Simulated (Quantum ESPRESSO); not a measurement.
## One change at a time to AgIn4Nb3

These are calculations, not measurements. They come from Quantum ESPRESSO 7.5, a public plane-wave density functional program. Each row is one single-point run on a made-up periodic cell of eight metal atoms, with elements, volume, strain and displacements drawn at random and not relaxed, so a cell may be unstable or far from any real phase. There is no spin polarisation or spin-orbit coupling.

Settings: PBE unless stated; PseudoDojo standard norm-conserving files; Fermi-Dirac width 0.25 eV, which means electrons at about 2900 K; cutoff 1116 eV; 6 x 5 x 3 k mesh shifted half a step off Gamma. E is the free energy of the whole cell (internal energy minus TS), so a -TS column is already part of it. Stress is positive in tension, and the pressure P is minus a third of its trace.

Checks: one run of this series was repeated at a higher cutoff and on a denser mesh, which moved values by no more than 0.003 eV, 0.05 GPa and 0.005 eV/Å, and a second program with other atomic files agreed on it to 2 % rms in force and 0.5 GPa in pressure. Known limits: a spin test at this wide smearing found no moment, but such smearing suppresses magnetism that the real alloy may have.

The lattice is face-centred cubic, and the cell vectors in Å are (-4.439, 0.028, -0.027); (-2.205, -4.463, -2.219); (-2.150, -4.516, 6.709), a volume of 177.92 Å³ in run 1. The elements on sites 1 to 8 are Ag Nb Nb In In In In Nb. Each later run makes one change to run 1 and keeps the rest. E is counted from run 1, and is n/a where other atomic files have another zero of energy.

| run | change | V (Å³) | P (GPa) | -TS (eV) | rms force (eV/Å) | largest change of a force component (eV/Å) | E (eV) |
|---|---|---|---|---|---|---|---|
| 1 | none | 177.92 | -6.99 | -1.567 | 0.329 | 0.000 | 0.000 |
| 2 | sites 1 and 7 exchanged | 177.92 | -6.99 | -1.568 | 0.353 | 0.730 | 0.025 |
| 3 | all lengths scaled by -1.59 % | 169.56 | -3.35 | -1.479 | 0.353 | 0.131 | -0.272 |
| 4 | LDA in place of PBE | 177.92 | -13.75 | -1.585 | 0.321 | 0.119 | n/a |
| 5 | Pd on site 3 | 177.92 | -7.62 | -1.479 | 0.325 | 0.728 | n/a |
| 6 | site 7 moved by -0.14 Å along x | 177.92 | -6.86 | -1.566 | 0.349 | 0.591 | ? |

## Worked estimate

Along the move dE = -F dx. The force on site 7 along x is -0.052 eV/Å in run 1 and 0.539 eV/Å in run 6, and the move is -0.14 Å, so the mean force times the move gives an estimate.

## Withheld value

Question: what E should run 6 give?

The estimate is 0.034 eV. The calculation gave 0.034 eV.
